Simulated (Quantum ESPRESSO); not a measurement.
Parts of the isotropic shielding in MgH₂, by GIPAW with PBE in a modified build of Quantum ESPRESSO, on JTH PAW datasets, 30 Ha, k-mesh 6×6×8 shifted:

```
CELL_PARAMETERS angstrom
      4.52146     0.00000     0.00000
      0.00000     4.52146     0.00000
      0.00000     0.00000     2.93269
ATOMIC_POSITIONS crystal
  Mg 0.50000 0.50000 0.50000
  Mg 0.00000 0.00000 0.00000
  H  0.69687 0.69687 0.00000
  H  0.30313 0.30313 0.00000
  H  0.80313 0.19687 0.50000
  H  0.19687 0.80313 0.50000
```
The cell was made here from a computed Materials Project entry: strained by -2 % along the unique axis and by +1 % across it, atoms relaxed (PBE without dispersion, pw.x of Quantum ESPRESSO, symmetry kept). The parent is MgH2 in P4₂/mnm. Stability against distortions was not tested.

The core term is that of the free atom's frozen core; the paramagnetic column sums the reconstruction terms. These are absolute shieldings with no macroscopic susceptibility term; δ = σ_ref − σ needs a reference computed alike. By our sweeps, such settings leave a few ppm in absolute σ. No d partial waves on Mg: the paramagnetic term there is incompletely reconstructed.

```
site              core  bare (smooth current)  diamagnetic correction  paramagnetic corrections  σ_iso (ppm)
---------------  -----  ---------------------  ----------------------  ------------------------  -----------
Mg (atoms 1, 2)  412.8                   27.9                   250.2                       [?]          [?]
```

Task: Fill in the missing entries.

Result: 
- Mg (atoms 1, 2), paramagnetic corrections: -144.8
- Mg (atoms 1, 2), σ_iso (ppm): 546.0
